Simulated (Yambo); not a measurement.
```
KAuF4
1.0
   -3.00254     3.00254     5.66390
    3.00254    -3.00254     5.66390
    3.00254     3.00254    -5.66390
F K Au
8 2 2
Direct
  0.95684   0.45684   0.17378
  0.04316   0.54316   0.82622
  0.45684   0.28306   0.50000
  0.54316   0.71694   0.50000
  0.28306   0.78306   0.82622
  0.71694   0.21694   0.17378
  0.78306   0.95684   0.50000
  0.21694   0.04316   0.50000
  0.75000   0.75000   0.00000
  0.25000   0.25000   0.00000
  0.00000   0.50000   0.50000
  0.50000   0.00000   0.50000
```

Workflow: PBEsol (Quantum ESPRESSO, PseudoDojo norm-conserving, 84 Ry, scalar-relativistic), then G0W0 in Yambo (2×2×2 Γ-centred k mesh, bands 9 to 315 and a 7 Ry block in the screening, 315 bands in G with the Bruneval-Gonze terminator, plasmon pole fitted at 27.2 eV).

Problem. Give the PBEsol and G0W0 gaps between the band edges found on this mesh, and say where the edges lie.

Solution. Edges: X → X. PBEsol: 2.32 eV; G0W0: 6.34 eV. Nearest settings tried, and what they do to the gap: 159 bands in W: +40 meV; 6 Ry block (349 vectors against 445): +10 meV. Not varied: bands in G, mesh. So the settings aren't converged at that level. The k mesh is coarse. Without spin-orbit coupling, band edges of such heavy elements can be off by tenths of an eV.

Geometry of the Materials Project entry, not relaxed at this level.
